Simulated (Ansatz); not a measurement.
AlP (zinc blende)

```
CELL_PARAMETERS angstrom
      0.00000     2.75367     2.75367
      2.75367     0.00000     2.75367
      2.75367     2.75367     0.00000
ATOMIC_POSITIONS crystal
  P  0.25000 0.25000 0.25000
  Al 0.00000 0.00000 0.00000
```

The slice is a {100} plane (indices of the conventional cell) through the point (0.250, 0.250, 0.250) (fractional), spanned by u = [100] and v = [0 1 -1] in vectors of this cell: u (3.89 Å) and v (3.89 Å, at 90° to u). It covers one period; positions are fractions (u, v).

Level of theory: PBE (plane waves to 420 eV, PAW, scalar-relativistic; Ansatz, a quantum-chemistry and plane-wave program). k mesh 10×10×10. Inside the PAW spheres the values are not all-electron values, and peaks at nuclei hang on which shells count as valence. AlP was relaxed with its symmetry unable to fall. The PAW data are Ansatz's earlier set.

Sketch the density of the lowest conduction band (whole band as if filled, smooth part) on this plane as a map.


```
|.:+%@%*==-=====-==*%@%+:|
|=+#@@#+===========+#@@#+|
|%%@@%*+===========+*%@@%|
|@@@%#*=====+++=====*#%@@|
|%%#**+====+++++====+**#%|
|**++======+++++======++*|
|=========+++++++========|
|========+++++++++=======|
|--=====+++++++++++=====-|
|=====+++++++++++++++====|
|====+++++++++++++++++===|
|====+++++++++++++++++===|
|====+++++++++++++++++===|
|=====+++++++++++++++====|
|--=====+++++++++++=====-|
|========+++++++++=======|
|=========+++++++========|
|**++======+++++======++*|
|%%#**+====+++++====+**#%|
|@@@%#*=====+++=====*#%@@|
|%%@@%*+===========+*%@@%|
|=+#@@#+===========+#@@#+|
|.:+%@%*==-=====-==*%@%+:|
| .=%@%*==-=====-==*%@%=.|
```
Scale: ten equal steps from 0.003 (start of ' ') to 0.089 (end of '@'), in the order ' .:-=+*#%@'. Values: density of the lowest conduction band (whole band as if filled, smooth part) in e/Å³. The map has 24 points along u (one character each, u = 0 at the left) and 24 along v (v = 0 in the bottom row).
